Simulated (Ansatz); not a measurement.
AlCuGeSe$_{4}$:
```
AlCuGeSe4
1.0
   -2.76311     2.76311     5.36512
    2.76311    -2.76311     5.36512
    2.76311     2.76311    -5.36512
Al Cu Ge Se
1 1 1 4
Direct
  0.75000   0.25000   0.50000
  0.00000   0.00000   0.00000
  0.50000   0.50000   0.00000
  0.13295   0.11044   0.50577
  0.88956   0.39532   0.02250
  0.60468   0.62718   0.49423
  0.37282   0.86705   0.97750
```

r²SCAN in the plane-wave PAW code Ansatz gives a gap of 1.34 eV without spin–orbit coupling, maximum at Γ, minimum at X.

Q: What happens when spin–orbit coupling is switched on?

A: The gap falls by 0.06 eV, to 1.28 eV; maximum at Γ, minimum at X.

Q: Give the hole effective mass with spin–orbit coupling.

A: 0.29, 0.29, 0.78 mₑ (principal values).

Space group I-4. The workflow started from a Materials Project entry (that database holds measured and hypothetical structures alike); the Crystallography Open Database copy checked does not list it. Its standing as an ambient phase is unchecked. The cell was relaxed with r²SCAN under the symmetry of its start; its stability against distortions is not shown here. The run is not spin-polarised.

Potentials: the later of the program's two PAW sets.
